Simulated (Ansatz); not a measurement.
An Ansatz input:

```yaml
crystal:
  lattice:
    - [2.6902726397, 0.0, 0.0]
    - [-1.3451363198, 2.3298444491, 0.0]
    - [0.0, 0.0, 4.5343359264]
  atoms:
    - { symbol: Pd, position: [0.3333333333, 0.6666666667, 0.25], spin: 0.5 }
    - { symbol: Pd, position: [0.6666666667, 0.3333333333, 0.75], spin: 0.5 }
hamiltonian:
  xc: lda
  pseudopotentials:
    kind: paw
    azcp:
      Pd: "pseudopotentials/Pd.paw.azcp"
basis:
  ecutwfc: 420
  fft_grid_basis: typed
kpoints:
  mp_grid: { grid: [22, 22, 12], shift: [0, 0, 0] }
magnetization:
  spin_polarized: true
scf:
  occupations: { method: fermi_dirac, width: 0.05 }
output:
  write_density: true
  write_potential: true
  elf: true
  volumetric_format: npy
```

Terminal output

```
Warning: the record states the generating functional pbe (its physics header spells it `PBE`), which answers neither for hamiltonian.xc's functional nor for the lda family's — results may be inconsistent (PPs are generated against a specific XC)
Engine: ansatz 0.2.0, x86_64-unknown-linux-gnu
Pseudopotentials: kind: paw
Pseudopotential: Pd, paw, valence charge 18, recommended cutoff 420 eV (normal) 
Functional definition: SPW92
  exchange = slater_x
  correlation = pw_c
Crystal: 2 atoms, lattice volume = 28.421 Å³
Basis set: ecut = 420 eV, 549 PW (Γ)
Bands: 23, of which v1, the nominal top of the filled ones, is band 18 counted from 1 (17 counted from 0)
Symmetry: 24 space group operations
Space group: P63/mmc (ITA 194), of the structure as read, at distance tolerance 3.1e-5 Å
Magnetic group: BNS 194.263 (UNI 1493), of the structure as read, at distance tolerance 3.1e-5 Å
k-points: 364 of 5808
Non-local potential: Pd, projectors of the file, l = 0: 2, l = 1: 2, l = 2: 2, l = 3: 1
PAW form: soft (Blöchl's): semilocal exchange-correlation on the pseudo side does not see the compensation charge
PAW frozen core: Pd, regenerated for the run's functional, and the local potential with it (the file was generated under x = pbe(κ = 0.804, μ = 0.2195149727645171), c = pbe(β = 0.06672455060314922))
PAW one-centre angular grid: Pd, 590 points (default); XC on 64 Gauss nodes
Initial density: superposition of atomic densities (chi_scale 0.1, normalization cell)
Starting moments: Σ|m| = 1 μB on 2 of 2 sites
Initial wavefunctions: pseudopotential atomic-orbital guess
Functional: x = slater, c = lda
SCF iter   1: F=—  HF=-13691.499611 eV  |F-HF|=—  |Δ(HF+E_count)|=         —  Δρ=9.63e-2 (↑9.63e-2 ↓7.79e-2)  dr2=8.30e0  dr2_m=4.57e-2  M=0.648 μB ∫|m|=0.658 μB  β_m=0.30  ethr=3.10e-3  ⟨swp⟩=5.2  Hψ=73198  notcnv=0
spin=Collinear: Kerker preconditioning applied to the charge; magnetization (m = ρ↑ − ρ↓) channel mixes plain (no charge-response kernel on spin).
SCF iter   2: F=—  HF=-13689.924128 eV  |F-HF|=—  |Δ(HF+E_count)|=    1.58e0  Δρ=5.70e-2 (↑5.70e-2 ↓4.53e-2)  dr2=2.81e0  dr2_m=2.54e-2  M=0.622 μB ∫|m|=0.636 μB  β_m=0.30  ethr=3.10e-3  ⟨swp⟩=2.4  Hψ=34024  notcnv=0  defer=233
spin-set hold released at iteration 2 (site moments show no strong build): the magnetisation degrees of freedom join the quasi-Newton model from the next iteration; the mixer history was kept
SCF iter   3: F=—  HF=-13689.117986 eV  |F-HF|=—  |Δ(HF+E_count)|=   8.06e-1  Δρ=1.96e-2 (↑1.45e-2 ↓1.96e-2)  dr2=1.07e-1  dr2_m=1.24e-2  M=0.615 μB ∫|m|=0.631 μB  β_m=0.30  ethr=3.10e-3  ⟨swp⟩=2.5  Hψ=29039  notcnv=0  defer=234
SCF iter   4: F=—  HF=-13689.098672 eV  |F-HF|=—  |Δ(HF+E_count)|=   1.93e-2  Δρ=8.40e-3 (↑7.93e-3 ↓8.40e-3)  dr2=6.79e-3  dr2_m=1.49e-2  M=0.635 μB ∫|m|=0.648 μB  β_m=0.65  ethr=2.96e-4  ⟨swp⟩=2.0  Hψ=37506  notcnv=0  defer=304
SCF iter   5: F=—  HF=-13689.102375 eV  |F-HF|=—  |Δ(HF+E_count)|=   3.70e-3  Δρ=5.58e-3 (↑4.84e-3 ↓5.58e-3)  dr2=9.31e-4  dr2_m=6.69e-3  M=0.568 μB ∫|m|=0.585 μB  β_m=0.82  ethr=1.89e-5  ⟨swp⟩=1.6  Hψ=19657  notcnv=0  defer=304
SCF iter   6: F=—  HF=-13689.105685 eV  |F-HF|=—  |Δ(HF+E_count)|=   3.31e-3  Δρ=2.76e-3 (↑2.76e-3 ↓2.27e-3)  dr2=8.75e-5  dr2_m=1.62e-3  M=0.429 μB ∫|m|=0.446 μB  β_m=0.91  ethr=2.59e-6  ⟨swp⟩=2.3  Hψ=25996  notcnv=0  defer=304
SCF iter   7: F=—  HF=-13689.107757 eV  |F-HF|=—  |Δ(HF+E_count)|=   2.07e-3  Δρ=1.29e-3 (↑1.05e-3 ↓1.29e-3)  dr2=8.24e-5  dr2_m=3.34e-4  M=0.245 μB ∫|m|=0.254 μB  β_m=0.96  ethr=2.43e-7  ⟨swp⟩=2.2  Hψ=30333  notcnv=0  defer=304
SCF iter   8: F=—  HF=-13689.108422 eV  |F-HF|=—  |Δ(HF+E_count)|=   6.65e-4  Δρ=5.15e-4 (↑4.31e-4 ↓5.15e-4)  dr2=4.61e-5  dr2_m=4.01e-5  M=0.095 μB ∫|m|=0.098 μB  β_m=0.98  ethr=2.29e-7  ⟨swp⟩=2.0  Hψ=29833  notcnv=0  defer=304
SCF iter   9: F=—  HF=-13689.108520 eV  |F-HF|=—  |Δ(HF+E_count)|=   9.76e-5  Δρ=7.72e-5 (↑7.35e-5 ↓7.72e-5)  dr2=4.66e-6  dr2_m=7.96e-8  M=0.001 μB ∫|m|=0.001 μB  β_m=0.99  ethr=1.28e-7  ⟨swp⟩=2.4  Hψ=29271  notcnv=0  defer=304
SCF iter  10: F=—  HF=-13689.108518 eV  |F-HF|=—  |Δ(HF+E_count)|=   1.39e-6  Δρ=3.86e-5 (↑3.15e-5 ↓3.86e-5)  dr2=1.64e-7  dr2_m=1.75e-7  M=-0.006 μB ∫|m|=0.006 μB  β_m=0.99  ethr=1.29e-8  ⟨swp⟩=2.0  Hψ=26087  notcnv=0  defer=304
SCF iter  11: F=—  HF=-13689.108519 eV  |F-HF|=—  |Δ(HF+E_count)|=   4.00e-7  Δρ=4.00e-6 (↑3.34e-6 ↓4.00e-6)  dr2=5.13e-9  dr2_m=1.03e-9  M=-0.001 μB ∫|m|=0.001 μB  β_m=1.00  ethr=2.78e-10  ⟨swp⟩=5.6  Hψ=53527  notcnv=0
SCF iter  12: F=-13689.108519 eV  HF=-13689.108519 eV  |F-HF|=4.73e-11  |Δ(HF+E_count)|=   2.15e-9  Δρ=5.42e-7 (↑5.42e-7 ↓4.09e-7)  dr2=1.17e-10  dr2_m=2.20e-11  M=-0.000 μB ∫|m|=0.000 μB  ethr=1.43e-11  ⟨swp⟩=2.3  Hψ=36131  notcnv=0
SCF 1 converged in 12 iterations: F = -13689.108519 eV  dr2 = 1.17e-10
WARN: the starting moments were not kept: the SCF closed with an absolute magnetisation of 7.6e-5 μB, where they sum to 1 μB in size (2 sites). That is at most 0.1 of that sum. Measured as dr2_m measures the in/out step, that magnetisation stands 2.2e-9 eV from none, at or under the dr2_threshold of 1.0e-7 eV: it is no larger than a step whose dr2_m would equal this threshold. The system may hold no moment; this SCF shows only that its start led to no more than that. To try another start: raise the starting moments (crystal.atoms[].spin, magnetization.per_species, magnetization.initial_magnetization, or on a non-collinear deck that types none of these the spinor_matrix: blocks that start its atoms; where the total moment is fixed, keep their sum and leave initial_magnetization as it is; typed ones take the place of any that the run laid by itself, positive ones on a crystal's lanthanoids without a Hubbard term where scf.initial_density.shell_occupations: [] is typed) or, if the notice of its spin-set hold's release reads "site moments contracting" or "site moments show no strong build", lengthen the hold (scf.mixing.spin_hold: { on: { confirm: 4 } }; for m-r²SCAN on two components see the key's manual first). Each may lead to a state that holds a moment. A second SCF, from the converged charge density, with the starting moments and any scf.initial_density.shell_occupations laid on it anew, would have followed, and was not run: the deck does not ask for one (magnetization.retry_lost_moments is false, the default). To let it run, set magnetization.retry_lost_moments: true and run the deck again, where that key's refused combinations let it; where memory then withholds it, that run's warning says so.
SCF converged after 12 iterations
Magnetization: -0.0001 μB (18.0000 up, 18.0000 down)
Absolute magnetization: 0.0001 μB (∫|ρ↑−ρ↓|, with the PAW one-centre terms)
Spin contamination: 0.0000 ħ² per cell (⟨S²⟩ above its minimum at these occupations)
Per-site moments (μB) at R_I (Å): [(-3.733635030319548e-5, 1.1097374638794841), (-3.7336350303131374e-5, 1.1097374638794841)]
Free energy (F): -13689.108519 eV
Harris-Foulkes:  -13689.108519 eV  (|F-HF|=4.73e-11)
Internal energy: -13689.069007 eV  (E = F + TS)
E sigma→0 (E₀):  -13689.088763 eV
Entropy (-TS):   -0.039511 eV (-19.756 meV/atom)
Fermi energy:    20.486113 eV
--- Per-component energies (eV) ---
  E_band       = -252.453592
  E_kinetic    = 1028.696412
  E_local      = -3401.992583  (includes V_loc(G=0)·N_el)
  E_nonlocal   = 445.696699
  E_hartree    = 1381.305373
  E_xc         = -336.271843
  E_vxc        = -423.856721  (∫ρ·V_xc dr)
  E_paw        = -7245.494232  (= ΣΔE_a)
  E_vpaw       = -663.608185  (= ΣTr[D̂ρ^β])
  E_aug_tail   = 0.000419  (compensation charges beyond the density's cutoff)
  E_ewald      = -5562.370718
  E_core_change = 1.361468  (= ΣΔE_core)
  E_smearing   = -0.039511  (= −TS)
  E_closure    = -0.000000  (closes the sum)
  Σ components = -13689.108519   (vs F -13689.108519, Δ=0.00e0)
--- Band table (eV; the first three rows and the last of 728) ---
  k-point 0 ↑: bands = ["-63.6151", "-63.5584", "-29.5316", "-29.2141", "-29.2141", "-29.1580", "-29.1580", "-29.0951", "12.9167", "14.7931", "17.2330", "17.5284", "17.5284", "17.8928", "17.8928", "18.7570", "18.7570", "20.2408", "20.2408", "21.0502", "27.4984", "37.5790", "38.8862"]
  k-point 1 ↑: bands = ["-63.6141", "-63.5594", "-29.5243", "-29.2132", "-29.2132", "-29.1589", "-29.1589", "-29.1027", "12.9791", "14.8040", "17.2159", "17.5143", "17.5143", "17.8733", "17.8733", "18.8045", "18.8045", "20.2321", "20.2321", "20.7681", "27.8709", "37.4118", "39.0497"]
  k-point 2 ↑: bands = ["-63.6113", "-63.5622", "-29.5029", "-29.2104", "-29.2104", "-29.1618", "-29.1618", "-29.1249", "13.1622", "14.8319", "17.1698", "17.4823", "17.4823", "17.8189", "17.8189", "18.9341", "18.9341", "20.0793", "20.2028", "20.2028", "28.8317", "37.0885", "39.2804"]
  k-point 363 ↓: bands = ["-63.5304", "-63.5304", "-29.5280", "-29.5280", "-29.4623", "-29.4623", "-29.2009", "-29.2009", "16.0794", "16.0794", "16.5999", "16.5999", "17.4417", "17.4417", "18.5076", "18.5076", "20.3104", "20.3104", "27.4140", "27.4140", "29.7170", "29.7170", "30.2491"]
```
